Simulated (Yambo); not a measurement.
Yambo run on MgTiF$_{6}$ (space group R-3, No. 148). The wavefunctions come from this Quantum ESPRESSO step (PBEsol, PseudoDojo standard norm-conserving files, scalar-relativistic):

```
&CONTROL
  calculation = 'nscf'
  pseudo_dir = './pseudo'
  outdir = './out'
/
&SYSTEM
  ibrav = 0
  nat = 8
  ntyp = 3
  ecutwfc = 84.0
  ecutrho = 336.0
  occupations = 'fixed'
  force_symmorphic = .true.
  nbnd = 165
/
&ELECTRONS
  conv_thr = 8e-09
  diago_full_acc = .true.
  diago_thr_init = 1e-08
/
ATOMIC_SPECIES
F 18.9984 F.upf
Mg 24.3050 Mg.upf
Ti 47.8670 Ti.upf
CELL_PARAMETERS angstrom
  2.608279896000   1.505891100000   4.444507000000
 -2.608279896000   1.505891100000   4.444507000000
  0.000000000000  -3.011782200000   4.444507000000
ATOMIC_POSITIONS crystal
F   0.671620000000   0.842457000000   0.242250000000
F   0.328380000000   0.157543000000   0.757750000000
F   0.242250000000   0.671620000000   0.842457000000
F   0.757750000000   0.328380000000   0.157543000000
F   0.842457000000   0.242250000000   0.671620000000
F   0.157543000000   0.757750000000   0.328380000000
Mg   0.500000000000   0.500000000000   0.500000000000
Ti   0.000000000000   0.000000000000   0.000000000000
K_POINTS automatic
2 2 2 0 0 0
```

Yambo input:

```
rim_cut
gw0
dyson
el_el_corr
HF_and_locXC
ppa
em1d
RandQpts= 1000000
RandGvec= 1 Ry
EXXRLvcs= 84 Ry
VXCRLvcs= 336 Ry
Chimod= "HARTREE"
% BndsRnXp
 3 | 163 |
%
NGsBlkXp= 7 Ry
% LongDrXp
 1.0 | 1.0 | 1.0 |
%
PPAPntXp= 27.2114 eV
% GbndRnge
 1 | 163 |
%
GTermKind= "BG"
DysSolver= "n"
ExtendOut
% QPkrange
 1 | 1 | 32 | 33 |
 2 | 2 | 32 | 33 |
 3 | 3 | 32 | 33 |
 4 | 4 | 32 | 33 |
%
```

k points by index: 1 = Γ, 2 = L, 3 = F, 4 = Z.

Table of the .qp output:

```
#    K-point    Band    Eo [eV]    E [eV]    E-Eo [eV]    Vxc [eV]    Vnlxc [eV]    Sc|Eo [eV]    Sc|E [eV]    dSc/dw|Eo [eV]    Re(Z)    Im(Z)
#
    1    32    0.000000    -2.033613    -2.033613    -22.82371    -30.59556    5.224135    5.738237    -6.878539    0.798222    -0.001298
    1    33    4.887604    7.553080    2.665476    -21.49716    -13.13232    -5.039267    -5.699359    -6.737933    0.801523    -0.002294
    2    32    -0.142551    -2.199718    -2.057167    -22.63898    -30.43111    5.214653    5.734963    -6.881911    0.798143    -0.001289
    2    33    4.895671    7.554566    2.658895    -21.49302    -13.14677    -5.029257    -5.687347    -6.734125    0.801613    -0.002294
    3    32    -0.046442    -2.072830    -2.026388    -22.77146    -30.52739    5.217170    5.729546    -6.879890    0.798190    -0.001311
    3    33    4.879024    7.556269    2.677245    -21.43614    -13.02720    -5.068678    -5.731688    -6.738015    0.801522    -0.002184
    4    32    -0.264073    -2.320441    -2.056368    -22.46300    -30.22454    5.184425    5.705181    -6.890477    0.797942    -0.001294
    4    33    4.947739    7.619791    2.672052    -21.53080    -13.25203    -4.942552    -5.606717    -6.762878    0.800935    -0.002194
```
(The two width columns are left out.) Convergence of these settings isn't established.

Geometry of the Materials Project entry, not relaxed at this level.

The structure is a Materials Project entry; no match was found in the copy of COD used, and its stability was not checked.
